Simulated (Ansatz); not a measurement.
# Ge3As2, before and after

Recipe of this trial structure of Ge3As2: ordered vacancies on the anion sites of nickel arsenide (P6_3/mmc, No. 194) (occupants of the shared sites, in ratio, As: 4, vacant: 2). Lengths were set from tabulated atomic sizes, so they are only a guess.

start:

Space group P6_3/mmc (No. 194). a = 3.596 Å, b = 3.596 Å, c = 16.720 Å, α = 90.00°, β = 90.00°, γ = 120.00°
```tsv
atom	site	symmetry	x	y	z
Ge	2a	-3m.	0.0000	0.0000	0.0000
Ge	4e	3m.	0.0000	0.0000	0.3333
As	4f	3m.	0.3333	0.6667	0.0833
```

These are results of DFT PBE, scalar-relativistic, plane waves, PAW (Ansatz 0.2.0), not measurements. Cutoff 420 eV, Gaussian smearing, Γ-centred meshes. Cell and atoms relax first on a coarse mesh and then on a finer one. In between, the cell is made exact in the group found at 0.06 Å. In metals the finer mesh still leaves noise of several meV/atom or more. The steps can't lower the symmetry of their start. No spin polarisation.

end:

Space group P6_3/mmc (No. 194). a = 3.805 Å, b = 3.805 Å, c = 18.724 Å, α = 90.00°, β = 90.00°, γ = 120.00°
```json
{"atom": "Ge", "site": "2a", "symmetry": "-3m.", "x": "0.0000", "y": "0.0000", "z": "0.0000"}
{"atom": "Ge", "site": "4e", "symmetry": "3m.", "x": "0.0000", "y": "0.0000", "z": "0.3260"}
{"atom": "As", "site": "4f", "symmetry": "3m.", "x": "0.3333", "y": "0.6667", "z": "0.0999"}
```

The symmetry stays P6_3/mmc (No. 194). The volume per atom grows by 25.4 %, from 18.7 to 23.5 Å³. The shortest distance goes from 2.50 Å (Ge–As) to 2.60 Å (Ge–As). The energy falls by about 0.39 eV/atom (the start's value is from the coarse mesh).

- Volume per atom: 23.47 Å³
- Density: 5.20 g/cm³
- Formation energy: +0.19 eV/atom
- Gap on the 12×12×2 mesh of the 10-atom cell: 0 eV (a metal)

The zero of energy is the elements' standard structures at the same level; no fitted shifts are applied. A positive value: parting into the elements would lower its energy.

The last run used Gaussian smearing of 0.10 eV. The reference form of As is held partly by dispersion forces, which this level lacks. Symmetry constrained the relaxation, so the result can be a saddle point. In all, the 3 runs took 6.7 min on 1 thread of Intel(R) Xeon(R) Platinum 8259CL CPU @ 2.50GHz (Skylake/Cascade Lake), on a shared host.
